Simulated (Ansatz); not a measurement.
BP (wurtzite, P6_3mc), r²SCAN (plane waves, PAW; program Ansatz). The conduction-band minimum lies at K, with 2 equivalent valleys. Second derivatives d²E/dk² of the lowest band at one valley (eV·Å²), along Cartesian directions:

```tsv
direction	d²E/dk²
[100]	18.03
[010]	18.03
[001]	31.53
[110]	18.03
[101]	24.79
[011]	24.79
```

Task: Find the principal effective masses, the density-of-states mass and the conductivity mass.

Result: Off-diagonal terms follow from H_xy = H[110] − (H_xx + H_yy)/2, and m*/mₑ = 7.620 eV·Å² over each eigenvalue: 0.24, 0.42, 0.42. One valley's DOS mass (m₁m₂m₃)^(1/3) = 0.35, conductivity mass 3/(Σ 1/mᵢ) = 0.34 mₑ.

Task: What effective density of states Nc follows at 300 K for parabolic valleys?

Result: Nc = 2.509e19 × 2 × (0.35)^(3/2) ≈ 1.0e19 cm⁻³.

Task: With the computed static dielectric constant 8.80 (mean of the diagonal), estimate a hydrogenic donor's binding energy and radius.

Result: E = 13.606 eV × 0.34/8.80² ≈ 60 meV; a = 0.529 Å × ε/m* ≈ 14 Å. Semilocal masses tend to be too small where the gap is.

The workflow started from a Materials Project entry (that database holds measured and hypothetical structures alike); the Crystallography Open Database copy checked does not list it. It is not the phase usual at ambient conditions (space group No. 216). The cell was relaxed with r²SCAN under the symmetry of its start; phonons on a q-mesh show no instability.

Potentials: the earlier of the program's two PAW sets.
